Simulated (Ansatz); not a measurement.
# Response of Ag to small distortions

```
CELL_PARAMETERS angstrom
2.88620 0.00000 0.00000
-1.44310 2.49952 0.00000
0.00000 0.00000 10.00000
ATOMIC_POSITIONS crystal
Ag 0.33333 0.66667 0.25000
Ag 0.66667 0.33333 0.75000
Ag 0.00000 0.00000 0.00000
Ag 0.00000 0.00000 0.50000
```

Atom numbers follow the list: Ag1, Ag2, Ag3, Ag4.

The conventional cell has a = 2.886 Å, b = 2.886 Å, c = 10.000 Å, α = 90.00°, β = 90.00°, γ = 120.00°. Ag (atom 1) has 12 Ag at 2.89 to 3.00 Å as nearest neighbours. Ag (atom 3) is surrounded by 12 Ag at 2.89 to 3.00 Å.

The geometry is COD entry 1509194, unchecked; take it as a test cell.

Theory: Ansatz 0.2.0, DFT, LDA, all-electron LAPW, scalar-relativistic.

Numerical set-up: a Γ-centred 14×14×4 k mesh, Fermi–Dirac smearing of 0.08 eV, basis error target 0.5 meV/atom, no spin polarisation.

The unchanged cell is at -11.22 GPa.

In a metal, stresses and small energies carry noise from the k mesh.

x, y and z are the Cartesian axes of the cell as listed; fractional coordinates follow a strain, and an engineering shear is twice the off-diagonal strain component.

(1) With this change (equal xy, yz and zx engineering shear strains of -3 %), what becomes of the energy and stress and forces?

With equal xy, yz and zx engineering shear strains of -1 %: energy change under 1 meV/atom; stress change (xx, yy, zz, yz, xz, xy) 0.01, 0.01, 0.01, 0.12, 0.12, 0.20 GPa, compression positive.

(2) With this change (equal xy, yz and zx engineering shear strains of +2 %), what becomes of the energy and stress?

(3) With this change (equal xy, yz and zx engineering shear strains of -2 %), what becomes of the energy and stress?

With equal xy, yz and zx engineering shear strains of +1 %: energy change under 1 meV/atom; stress change (xx, yy, zz, yz, xz, xy) 0.01, 0.01, 0.00, -0.13, -0.13, -0.21 GPa, compression positive.

(4) With this change (equal xy, yz and zx engineering shear strains of +3 %), what becomes of the energy and stress?

Answers

(1) Energy change +1 meV/atom; stress change (xx, yy, zz, yz, xz, xy) 0.10, 0.12, 0.10, 0.37, 0.37, 0.64 GPa, compression positive; change of the force on Ag2 (0.014, 0.001, 0.006) eV/Å.

(2) Energy change under 1 meV/atom; stress change (xx, yy, zz, yz, xz, xy) 0.05, 0.06, 0.02, -0.27, -0.27, -0.44 GPa, compression positive.

(3) Energy change under 1 meV/atom; stress change (xx, yy, zz, yz, xz, xy) 0.05, 0.05, 0.04, 0.25, 0.25, 0.42 GPa, compression positive.

(4) Energy change +2 meV/atom; stress change (xx, yy, zz, yz, xz, xy) 0.10, 0.14, 0.09, -0.42, -0.42, -0.68 GPa, compression positive.
